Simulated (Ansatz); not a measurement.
Data:

Pd3S:
```
CELL_PARAMETERS angstrom
      3.67880    -2.67702     0.00000
      3.67880     2.67702     0.00000
      0.00000     0.00000     6.40688
ATOMIC_POSITIONS crystal
  Pd 0.96033 0.65073 0.75000
  Pd 0.03967 0.34927 0.25000
  Pd 0.65073 0.96033 0.25000
  Pd 0.34927 0.03967 0.75000
  Pd 0.50000 0.50000 0.00000
  Pd 0.50000 0.50000 0.50000
  S  0.19153 0.80847 0.25000
  S  0.80847 0.19153 0.75000
```

This is the r²SCAN-relaxed structure.

Problem. All from r²SCAN (plane waves, PAW; program Ansatz), unless another level is named. Predict the electronic character.

Solution. metallic (no gap).

Problem. And the density of states at the Fermi level?

Solution. 0.20 states/eV per atom (mean over ±0.08 eV).

Problem. What about the formation energy from the elements (no fitted shifts)?

Solution. -0.28 eV/atom.

Space group Cmcm. The workflow started from a Materials Project entry (that database holds measured and hypothetical structures alike); the Crystallography Open Database copy checked does not list it. Whether it is the stable phase at ambient conditions was not checked. The r²SCAN relaxation kept the symmetry of its start; its stability against distortions is not shown here. The run is not spin-polarised. The references are the lowest solids computed at this level, not always the standard phases. Spin–orbit coupling is left out wherever it is not named.

Potentials: the later of the program's two PAW sets.
